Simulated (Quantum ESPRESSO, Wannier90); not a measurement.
# Tight-binding from DFT: Nb (bcc (W type))

```xyz
1
Lattice="-1.6588 1.6588 1.6588 1.6588 -1.6588 1.6588 1.6588 1.6588 -1.6588" Properties=species:S:1:pos:R:3 pbc="T T T"
Nb     0.0000     0.0000     0.0000
```

Cell from Materials Project (mp-75), symmetrised, no further relaxation. This is the element's usual structure. Level: PBEsol, no spin polarisation, no spin-orbit coupling; pw.x of Quantum ESPRESSO at 66 Ry with PseudoDojo potentials, 10×10×10 k-points, Wannier90. Density: 18×18×18 mesh, cold smearing 0.01 Ry.

Functional, cutoff and mesh named above are those of the base row (PBEsol); the first column says what each row takes instead. Model: 9 functions from bands 5-21, start hydrogen-like Nb: s;p;d, disentangled but not localised (num_iter = 0), frozen window tied to the conduction edge or Fermi level of each row, as listed, which moves Ω_I and hoppings a little by itself. Energies are relative to the Fermi level; the misfit is to pw.x on a path, for states up to 1.0 eV relative to the Fermi level. The functional changes, each with its own PseudoDojo files and their cutoffs, on the same cell. The disentangled Ω_I can sit in another minimum from row to row.

| functional | frozen to (eV) | Ω_I (Å²) | rms misfit (meV) | bottom of band 5 (eV) | on-site Nb1 pz minus Nb1 s (eV) | hopping modulus Nb1 px – Nb1 px, R = 0 1 1 (eV) | hopping modulus Nb1 pz – Nb1 dz2, R = 1 1 0 (eV) | hopping modulus Nb1 s – Nb1 s, R = 0 1 0 (eV) | hopping modulus Nb1 s – Nb1 py, R = 0 1 0 (eV) |
|---|---|---|---|---|---|---|---|---|---|
| LDA | 1.50 | 9.71 | 7.3 | -5.88 | 5.72 | 2.535 | 1.239 | 1.170 | 1.090 |
| PBE | 1.50 | 9.76 | 7.4 | -5.87 | 5.63 | 2.560 | 1.250 | 1.172 | 1.092 |
| PBEsol | 1.50 | 9.75 | 7.3 | -5.89 | 5.66 | 2.550 | 1.250 | 1.172 | 1.091 |
